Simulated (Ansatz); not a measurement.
Method: DFT, m-r2SCAN, plane waves (500 eV) with PAW, scalar-relativistic (Ansatz). (PAW data from PBE, frozen cores regenerated.)

An element in the simple cubic structure gives this curve. The cell is scaled uniformly from the relaxed one, with fractional coordinates and shape fixed. Energies are extrapolated to zero smearing, pressures are those at the given smearing. Magnetic state: non-magnetic.

| V (Å³/atom) | E − E₀ (meV/atom) | P (GPa) |
| --- | --- | --- |
| 15.527 | 212.9 | 36.93 |
| 16.233 | 86.1 | 21.47 |
| 16.939 | 19.5 | 9.40 |
| 17.645 | 0.0 | 0.05 |
| 18.351 | 16.7 | -7.17 |
| 19.056 | 61.4 | -12.76 |
| 19.762 | 127.7 | -17.02 |

(1) Which element is it?
A. chromium
B. platinum
C. niobium
D. ruthenium

Answers

(1) B. Its fit is V₀ = 17.64 Å³/atom, B₀ = 205 GPa, B₀′ = 5.4.

m-r²SCAN is r²SCAN on the gauge-invariant kinetic-energy density; without spin polarisation the two are equal.
